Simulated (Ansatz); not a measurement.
A plane-wave DFT run in Ansatz 0.2.0 (scalar-relativistic PAW potentials unless the input names others): input and command.

```yaml
crystal:
  lattice:
    - [0.0, 2.8295111719, 2.8295111719]
    - [2.8295111719, 0.0, 2.8295111719]
    - [2.8295111719, 2.8295111719, 0.0]
  atoms:
    - { symbol: Cd, position: [0.0, 0.0, 0.0] }
    - { symbol: Ga, position: [0.5, 0.5, 0.5] }
basis:
  ecutwfc: 500
kpoints:
  mp_grid: { grid: [18, 18, 18] }
hamiltonian:
  xc: r2scan
scf:
  occupations: { method: gaussian, width: 0.1 }
  initial_density: { chi_scale: 0.3 }
output:
  forces: true
  eigenvalues: true
  stress: true
```

```bash
ansatz run input.yaml --threads 1 --pin off --max-ram 2560MiB --backend cpu --events-out ev --progress --plain --runs-dir out
```

Abridged log:
```
Basis set: ecut = 500 eV, 1139 PW (Γ), exchange–correlation on 120×120×120 points (64 copies of the dense FFT grid, shifted against one another)
Bands: 21, of which v1, the nominal top of the filled ones, is band 17 counted from 1 (16 counted from 0)
Symmetry: 48 space group operations
k-points: 195 of 5832
SCF iter   1: F=—  HF=-12057.970069 eV  |F-HF|=—  |Δ(HF+E_count)|=         —  Δρ=2.24e-2  dr2=2.13e-1  dr2_τ=4.20e-3  ethr=6.44e-4  ⟨swp⟩=1.0  Hψ=22013  notcnv=0
SCF iter   2: F=—  HF=-12057.968112 eV  |F-HF|=—  |Δ(HF+E_count)|=   1.96e-3  Δρ=1.19e-2  dr2=6.01e-2  dr2_τ=1.87e-3  ethr=6.44e-4  ⟨swp⟩=2.0  Hψ=7410  notcnv=0
SCF iter   3: F=—  HF=-12057.984131 eV  |F-HF|=—  |Δ(HF+E_count)|=   1.60e-2  Δρ=5.64e-3  dr2=1.75e-2  dr2_τ=1.83e-4  ethr=1.82e-4  ⟨swp⟩=2.0  Hψ=7561  notcnv=0  defer=35
SCF iter   4: F=—  HF=-12057.984647 eV  |F-HF|=—  |Δ(HF+E_count)|=   5.16e-4  Δρ=2.59e-3  dr2=1.76e-3  dr2_τ=2.26e-5  ethr=5.29e-5  ⟨swp⟩=2.0  Hψ=7333  notcnv=0  defer=35
SCF iter   5: F=—  HF=-12057.985810 eV  |F-HF|=—  |Δ(HF+E_count)|=   1.16e-3  Δρ=4.84e-4  dr2=1.12e-4  dr2_τ=5.27e-6  ethr=5.33e-6  ⟨swp⟩=2.1  Hψ=6700  notcnv=0  defer=38
SCF iter   6: F=—  HF=-12057.985865 eV  |F-HF|=—  |Δ(HF+E_count)|=   5.48e-5  Δρ=2.22e-4  dr2=2.16e-5  dr2_τ=4.21e-7  ethr=3.40e-7  ⟨swp⟩=2.0  Hψ=5504  notcnv=0  defer=38
SCF iter   7: F=—  HF=-12057.985873 eV  |F-HF|=—  |Δ(HF+E_count)|=   7.98e-6  Δρ=7.04e-5  dr2=2.32e-6  dr2_τ=1.58e-8  ethr=6.55e-8  ⟨swp⟩=2.9  Hψ=7090  notcnv=0  defer=38
SCF iter   8: F=-12057.985874 eV  HF=-12057.985874 eV  |F-HF|=8.57e-8  |Δ(HF+E_count)|=   1.31e-6  Δρ=1.36e-5  dr2=5.45e-8  dr2_τ=1.40e-9  ethr=3.03e-10  ⟨swp⟩=3.9  Hψ=19036  notcnv=0
the search or the solves at the SCF's close seem to have found levels that the self-consistency loop had missed (the run counts 1). By its estimate they hold under 1e-12 electrons; where the run keeps them, the occupations were computed again with them
SCF 1 converged in 8 iterations: F = -12057.985874 eV  dr2 = 5.45e-8
SCF converged after 8 iterations
Free energy (F): -12057.985874 eV
Harris-Foulkes:  -12057.985874 eV  (|F-HF|=8.57e-8)
Internal energy: -12057.979990 eV  (E = F + TS)
E sigma→0 (E₀):  -12057.982932 eV
Entropy (-TS):   -0.005884 eV (-2.942 meV/atom)
Fermi energy:    10.386488 eV
--- Forces (eV/Å), atoms counted from 1 ---
  atom   1  Cd     0.00000000     0.00000000     0.00000000
  atom   2  Ga     0.00000000     0.00000000     0.00000000
--- Stress (GPa, compression-positive) ---
        0.030072       0.000000       0.000000
        0.000000       0.030072       0.000000
        0.000000       0.000000       0.030072
  P = ⅓ Tr σ = 0.0301 GPa (0.301 kbar)
```

Apart from outputs, empty bands and the relaxation, which only the reference makes, the input differs from a reference run on usual settings in scf.initial_density.chi_scale: not typed → 0.3. The reference, at the same geometry, ended its own course with pressure 0.03 GPa, largest force 0.000 eV/Å, no gap on the mesh. This run converged in 8 SCF iterations with an energy at zero smearing within 0.01 meV/atom of the reference's, pressure 0.03 GPa, largest force 0.000 eV/Å, no gap on the mesh.